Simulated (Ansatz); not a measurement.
Structure: Ga4P3N, ordered on the zincblende lattice (Cm) with 8 atoms a cell, at its r2SCAN minimum. Space group Cm (No. 8), monoclinic; a = 12.218 Å, b = 3.698 Å, c = 6.393 Å, β = 100.4° in the conventional setting, 17.76 Å³ an atom. N is surrounded by 4 Ga at 1.97–2.13 Å; P is surrounded by 4 Ga at 2.33–2.43 Å; P is surrounded by 4 Ga at 2.29–2.37 Å; P is surrounded by 4 Ga at 2.30–2.34 Å; Ga is surrounded by 2 N at 2.13 Å and 2 P at 2.34–2.43 Å; Ga is surrounded by 1 N at 2.00 Å and 3 P at 2.36–2.37 Å; Ga is surrounded by 1 N at 1.97 Å and 3 P at 2.31–2.33 Å; Ga is surrounded by 4 P at 2.29–2.33 Å.

```
CELL_PARAMETERS angstrom
6.10891 -1.84909 -0.02317
6.10891 1.84909 -0.02317
-1.13457 0.00000 6.29159
ATOMIC_POSITIONS crystal
N 0.99895 0.99895 0.00169
P 0.50149 0.50149 0.49962
P 0.74626 0.74626 0.23613
P 0.25372 0.25372 0.76631
Ga 0.44828 0.44828 0.84835
Ga 0.94299 0.94299 0.27770
Ga 0.16278 0.16278 0.05703
Ga 0.69553 0.69553 0.56317
```

The questions ask for values computed with the plane-wave code Ansatz on this geometry. Note: simulated data, non-magnetic, for a generated structure that need not be the stable one.

**Question.** Is there a gap with PBE, and of what kind?

**Answer.** The PBE gap is indirect, 0.01 eV (Y₂–Γ (0.90 of the way from Y₂) to Γ), below the direct gap of 0.03 eV at Γ. (With 0.02 eV of smearing so small a gap leaves both edges partly filled, and it could close between the points sampled.)

**Question.** How does the gap change from PBE to PBE+SOC (8×8×4)?

**Answer.** The PBE+SOC gap is indirect, 0.01 eV (Y₂–Γ (0.90 of the way from Y₂) to Γ), below the direct gap of 0.04 eV at Γ. (With 0.02 eV of smearing so small a gap leaves both edges partly filled, and it could close between the points sampled.) The gap differs by 0.00 eV from PBE's.

**Question.** How does the gap change from PBE to r2SCAN (8×8×4)?

**Answer.** The r2SCAN gap is direct at Γ: 0.25 eV. The gap differs by +0.24 eV from PBE's.

**Question.** What do these levels agree on?

**Answer.** Direct and least gap lie within 0.04 eV at some levels, so the kind of gap isn't settled.

Only the levels marked +SOC include spin-orbit coupling.

Run but not listed, since they were read on a mesh alone, on too coarse a mesh, or into states of the vacuum: HSE06.
